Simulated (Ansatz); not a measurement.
HgTe (zinc blende), relaxed with r²SCAN (Ansatz, a quantum-chemistry and plane-wave program, plane waves, PAW): a = 6.5728 Å, b = 6.5728 Å, c = 6.5728 Å, α = 90.00°, β = 90.00°, γ = 90.00°.

```
Item                  Value
--------------------  -----
B₀ by P(V) fit (GPa)   40.1
```

Task: The same phase is relaxed and computed with HSE06 in the same code. What are the cell and these values now?

Result: a = b = c = 6.567 Å, α = β = γ = 90.00°.

* **B₀ by P(V) fit (GPa)**: 40.2

All cells were relaxed under the symmetry of their starts (and spin orders); stability against distortions was not tested throughout. Spin–orbit coupling is left out wherever it is not named.

Potentials: the later of the program's two PAW sets.

Ansatz is a plane-wave DFT program.
